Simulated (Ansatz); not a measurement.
Theory: Ansatz 0.2.0, DFT PBE, scalar-relativistic, plane waves, PAW. Settings: cutoff 420 eV, Γ-centred meshes spaced at most about 0.3 Å⁻¹, and about 0.25 Å⁻¹ or finer for metals (2π included), Gaussian smearing. No spin polarisation in the final relaxations.

These are static total energies at zero pressure.

Compare these two cells of Li3ZrN2, each relaxed at this level.

A.

```
CELL_PARAMETERS angstrom
1.77946 1.02737 5.20289
-1.77946 1.02737 5.20289
0.00000 -2.05474 5.20289
ATOMIC_POSITIONS crystal
Li 0.00000 0.50000 0.00000
Li 0.50000 0.00000 0.00000
Li 0.00000 0.00000 0.50000
Zr 0.00000 0.00000 0.00000
N 0.58645 0.58645 0.58645
N 0.41355 0.41355 0.41355
```

B.

```
CELL_PARAMETERS angstrom
4.48356 0.00000 0.00000
-2.24178 3.88288 0.00000
0.00000 0.00000 3.28059
ATOMIC_POSITIONS crystal
Li 0.50000 0.00000 0.50000
Li 0.50000 0.50000 0.50000
Li 0.00000 0.50000 0.50000
Zr 0.00000 0.00000 0.00000
N 0.33333 0.66667 0.00000
N 0.66667 0.33333 0.00000
```

Question: Which would you expect to be lower, and how large is the difference?

Answer: B is lower, by 226 meV/atom. A has space group R-3m (No. 166), 9.5 Å³/atom and no gap on its mesh; B has space group P6/mmm (No. 191), 9.5 Å³/atom and no gap. In A, around Li lie 4 Li at 1.78 Å, 4 N at 2.23 Å and 2 Zr at 2.80 Å; Zr is surrounded by 6 N at 2.41 Å, 6 Li at 2.80 Å and 6 Zr at 3.56 Å; N is surrounded by 6 Li at 2.23 Å, 3 Zr at 2.41 Å and 1 N at 2.70 Å. In B, Li is surrounded by 4 N at 2.09 Å, 4 Li at 2.24 Å and 4 Zr at 2.78 Å; Zr has 6 N at 2.59 Å, 12 Li at 2.78 Å and 2 Zr at 3.28 Å; N is surrounded by 6 Li at 2.09 Å, 3 Zr at 2.59 Å and 3 N at 2.59 Å. Both come from invented guesses. A third cell relaxed alike, in Pm, lies 0.56 eV/atom below the lower of the two.

Cells relaxed within their symmetry can be saddle points.
